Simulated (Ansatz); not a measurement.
# Data sheet: BaMg2FeH8 (DFT)

BaMg2FeH8:
```
BaMg2FeH8
1.0
    4.53296     0.00000     0.00000
   -2.26648     3.92566     0.00000
    0.00000     0.00000     6.91063
Ba Mg Fe H
1 2 1 8
Cartesian
  0.00000   0.00000   3.45531
  2.26648   1.30855   6.14318
  0.00000   2.61711   0.76745
  0.00000   0.00000   0.00000
  1.08613   0.62708   0.93524
  1.18035   3.29858   5.97539
  3.44683   0.62708   0.93524
 -1.18035   3.29858   5.97539
  2.26648   2.67151   0.93524
  0.00000   1.25415   5.97539
  2.26648   1.30855   4.23199
  0.00000   2.61711   2.67864
```

Space group P-3m1 (No. 164); conventional cell a = 4.5330 Å, b = 4.5330 Å, c = 6.9106 Å, α = 90.00°, β = 90.00°, γ = 120.00°.

Method: r²SCAN in the plane-wave PAW code Ansatz. Structure relaxed to zero pressure with the same functional. Other levels are named where they apply.

### Cell and energy

```json
{
 "volume_per_atom": "10.25 Å³",
 "density": "3.37 g/cm³",
 "Formation energy from the elements (no fitted shifts)": "-0.44 eV/atom"
}
```

### Electronic structure

```json
{
  "band_gap": "1.92 eV (indirect)",
  "valence_band_maximum": "at L",
  "conduction_band_minimum": "at M (3 equivalent valleys)",
  "smallest_direct_gap_on_the_standard_path": "2.08 eV",
  "electron_effective_mass": "0.60, 0.88, 0.99 mₑ (principal values)",
  "Electron effective mass with spin–orbit coupling": "0.60, 0.88, 1.00 mₑ (principal values)",
  "Weight of the conduction-edge state by species (Voronoi cells)": "H 46 %, Fe 40 %, Ba 11 %, Mg 2 %",
  "hole_effective_mass": "2.3, 5.7, 14 mₑ (principal values)",
  "Hole effective mass with spin–orbit coupling": "2.3, 5.5, 13 mₑ (principal values)",
  "Weight of the valence-edge state by species (Voronoi cells)": "Fe 78 %, H 20 %",
  "HSE06 gap on the r²SCAN cell": "3.52 eV",
  "Gap with spin–orbit coupling": "1.92 eV"
}
```

### Mechanics

```json
{
  "Bulk modulus (Birch–Murnaghan fit)": "55.3 GPa",
  "Pressure derivative B′": "3.9"
}
```

### Charges

```json
{
 "bader_charges": "Ba +1.48, Mg +1.68, Fe +0.14, H -0.77 to -0.57 e"
}
```

The first step of the workflow began from a Materials Project structure, measured or hypothetical; the Crystallography Open Database copy checked does not list it. Whether it is the stable phase at ambient conditions was not checked. Symmetry was held in the r²SCAN relaxation; whether a distortion lowers the energy is not shown. No spin polarisation was allowed. The references are the lowest solids computed at this level, not always the standard phases (solids in place of the gases). Scalar-relativistic: spin–orbit coupling is off unless named, which matters more the heavier the elements.

Potentials: the later of the program's two PAW sets.
